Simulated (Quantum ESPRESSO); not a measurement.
## ZrV3ReTa2Rh (different elements on one site, starting from this cell)

Simulated, not a measurement. The program is pw.x of Quantum ESPRESSO 7.5 (plane-wave density functional theory). The cell is made up: eight metal atoms on a hexagonal close-packed lattice, with elements, volume, strain and displacements drawn at random and not relaxed, so it may be unstable or far from any real phase. PseudoDojo standard norm-conserving files set the functional (PBE unless stated); there is no spin polarisation or spin-orbit coupling, the Fermi-Dirac width of 0.25 eV means electrons at about 2900 K, and the masses in the input are unused placeholders. Heavy elements are run without spin-orbit coupling, which real alloys of them have. A spin test at this wide smearing found no moment, but such smearing suppresses magnetism that the real alloy may have.

The runs put different elements on site 3. Cell, positions, cutoff, mesh and smearing stay as in the input of run 1; sites are counted in its order. Stress in the tables is positive in tension.

Input of run 1:

```
&control calculation='scf', pseudo_dir='./dojo.nc.sr.pbe.v0_5.standard.upf', outdir='./o', disk_io='minimal', tprnfor=.true., tstress=.true. /
&system ibrav=0, nat=8, ntyp=5, nbnd=73, ecutwfc=87.97787729, nosym=.true., tot_charge=0,
 occupations='smearing', smearing='fd', degauss=0.0183746611
/
&electrons conv_thr=1.470e-08, electron_maxstep=70, mixing_beta=0.5 /
ATOMIC_SPECIES
Re 1.0 Re.upf
Rh 1.0 Rh.upf
Ta 1.0 Ta.upf
V 1.0 V.upf
Zr 1.0 Zr.upf
CELL_PARAMETERS angstrom
2.8275 0.0 4.502
2.8275 0.0 -4.502
-2.8275 4.8974 0.0
ATOMIC_POSITIONS angstrom
Zr -0.1489 -0.0005 0.0073
V -1.4566 2.4424 0.1379
Re 2.9725 1.782 -2.188
Ta 1.3776 4.1703 -2.3665
Rh 2.6779 -0.0219 0.1226
V 1.3293 2.3379 0.0143
V 2.9171 1.6478 2.1919
Ta 1.4548 4.0348 2.3073
K_POINTS automatic
6 6 5 1 1 1
```

| run | elements on sites 1 to 8 | -TS (eV) | pressure (GPa) | stress xx (GPa) | stress yy (GPa) | stress zz (GPa) | stress yz (GPa) | stress xz (GPa) | stress xy (GPa) | iterations |
| --- | --- | --- | --- | --- | --- | --- | --- | --- | --- | --- |
| 1 | Zr V Re Ta Rh V V Ta | -2.264 | 11.44 | -11.11 | -7.72 | -15.49 | 0.16 | 0.21 | -2.38 | 21 |
| 2 | Zr V Hf Ta Rh V V Ta | -2.262 | 21.83 | -21.73 | -19.54 | -24.21 | -0.76 | -0.43 | -3.37 | 20 |
| 3 | Zr V Ta Ta Rh V V Ta | -2.278 | 18.05 | -17.69 | -15.31 | -21.15 | -0.47 | -0.30 | -3.12 | 20 |

Forces Fx Fy Fz (eV/Å):

| site | run 1 | run 2 | run 3 |
| --- | --- | --- | --- |
| 1 | -1.00 0.45 -1.16 | -1.13 0.18 -1.44 | -1.12 0.32 -1.41 |
| 2 | 0.16 -0.48 -0.61 | 0.32 -0.05 -0.40 | 0.29 -0.25 -0.52 |
| 3 | -0.90 -0.05 1.27 | -1.43 -1.01 1.54 | -1.25 -0.64 1.50 |
| 4 | 0.64 -0.59 1.71 | 0.30 -1.09 1.64 | 0.48 -0.95 1.69 |
| 5 | 1.24 0.49 -1.30 | 1.13 0.37 -0.94 | 1.20 0.41 -1.09 |
| 6 | -0.28 -0.12 -0.42 | -0.23 0.48 -0.66 | -0.27 0.23 -0.51 |
| 7 | 0.27 0.09 -0.03 | 0.23 0.47 -0.14 | 0.17 0.31 -0.10 |
| 8 | -0.13 0.20 0.54 | 0.81 0.65 0.40 | 0.51 0.57 0.43 |

Energies are left out, as each element's file has its own zero. A rerun of one cell of this series at a higher cutoff and on a denser mesh moved values by no more than 0.002 eV in energy, 0.02 GPa in stress and 0.004 eV/Å in force, and a second program with other atomic files agreed on that cell to 2 % rms in force and 0.5 GPa in pressure.